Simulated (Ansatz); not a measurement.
Level of theory: DFT PBE, scalar-relativistic, plane waves, PAW in Ansatz. Settings: cutoff 420 eV, Γ-centred meshes spaced at most about 0.3 Å⁻¹, and about 0.25 Å⁻¹ or finer for metals (2π included), Gaussian smearing. No spin polarisation in the final relaxations.

All energies are static (0 K, no zero-point motion).

Compare these two cells of GaSbTe2S, each relaxed at this level.

A.

```yaml
crystal:
  lattice:
    - [4.67542, 0.00000, 0.00000]
    - [0.00000, 4.67542, 0.00000]
    - [0.00000, 0.00000, 7.76652]
  atoms:
    - { symbol: Ga, position: [0.50000, 0.50000, 0.85418] }
    - { symbol: Sb, position: [0.00000, 0.00000, 0.26285] }
    - { symbol: Te, position: [0.50000, 0.00000, 0.54492] }
    - { symbol: Te, position: [0.00000, 0.50000, 0.54492] }
    - { symbol: S, position: [0.00000, 0.00000, 0.95853] }
```

B.

```yaml
crystal:
  lattice:
    - [3.39321, 0.00000, 0.00000]
    - [0.00000, 4.19635, 0.00000]
    - [0.00000, 0.00000, 11.50951]
  atoms:
    - { symbol: Ga, position: [0.00000, 0.50000, 0.00000] }
    - { symbol: Sb, position: [0.00000, 0.50000, 0.50000] }
    - { symbol: Te, position: [0.00000, 0.50000, 0.23209] }
    - { symbol: Te, position: [0.00000, 0.50000, 0.76791] }
    - { symbol: S, position: [0.50000, 0.00000, 0.50000] }
```

Task: Which would you expect to be lower, and how large is the difference?

Result: A is lower, by 34 meV/atom. A has space group P4mm (No. 99), 34.0 Å³/atom and no gap on its mesh; B has space group Pmmm (No. 47), 32.8 Å³/atom and no gap. The shortest distance is 2.36 Å (Sb–S) in A and 2.67 Å (Ga–Te) in B. The lower one is the more open, so pressure narrows the difference. Even the lower one lies +0.17 eV/atom against the reference forms of the elements (uncorrected), so neither is stable at this level. In A, around Ga lie 4 Te at 3.35 Å and 4 S at 3.40 Å; Sb has 1 S at 2.36 Å and 4 Te at 3.20 Å; Te has 2 Sb at 3.20 Å, 4 Te at 3.31 Å and 2 Ga at 3.35 Å; S has 1 Sb at 2.36 Å and 4 Ga at 3.40 Å. In B, Ga is surrounded by 2 Te at 2.67 Å; Sb is surrounded by 4 S at 2.70 Å, 2 Te at 3.08 Å and 2 Sb at 3.39 Å; Te is surrounded by 1 Ga at 2.67 Å, 1 Sb at 3.08 Å and 2 Te at 3.39 Å; around S lie 4 Sb at 2.70 Å. Both come from invented guesses. A third cell relaxed alike, in Pm, lies 251 meV/atom below the lower of the two; the Pmmm cell fell into it when its atoms were moved at random.

Weakly bound directions are ill-defined at this level, which has no dispersion term (P4mm), and this can change margins and order among such cells. These runs have no spin–orbit coupling, which can matter for Sb and Te. Cells relaxed within their symmetry can be saddle points.
